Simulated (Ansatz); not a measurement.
# Bands of Be

```
CELL_PARAMETERS angstrom
3.74681 0.00000 0.00000
0.00000 3.74681 0.00000
0.00000 0.00000 2.28128
ATOMIC_POSITIONS crystal
Be 0.29741 0.29741 0.00000
Be 0.70259 0.70259 0.00000
Be 0.20259 0.79741 0.50000
Be 0.79741 0.20259 0.50000
```

Atom numbers follow the list: Be1, Be2, Be3, Be4.

The cell is the one relaxed in the Materials Project (mp-1008501), not relaxed further here; entries there can be hypothetical.

These are results of Ansatz 0.2.0, DFT, PBEsol, all-electron LAPW, scalar-relativistic, not measurements.

Settings: a Γ-centred 9×9×14 k mesh, Fermi–Dirac smearing of 0.05 eV, basis error target 1 meV/atom, no spin polarisation.

Points in fractions of the reciprocal vectors of this cell: Γ (0, 0, 0), X (0, 0.5, 0), M (0.5, 0.5, 0), Z (0, 0, 0.5), R (0, 0.5, 0.5), A (0.5, 0.5, 0.5). The path joins them by straight lines in the order Γ–X–M–Γ–Z–R–A–Z–X; legs that retrace an earlier one aren't tabulated. Energies are in eV from the Fermi level.

Question: Is there a gap?

Answer: none: bands cross the Fermi level, a metal.

Question: List the levels between -5 and 1.5 eV at the symmetry points.

Answer: 
Γ: -4.96, -4.39, -1.00 (×2)
X: -2.65 (×2)
M: none in this range
Z: 1.02 (×2)
R: -4.46 (×2), -3.39 (×2)
A: -3.76 (×2), -3.42 (×2)
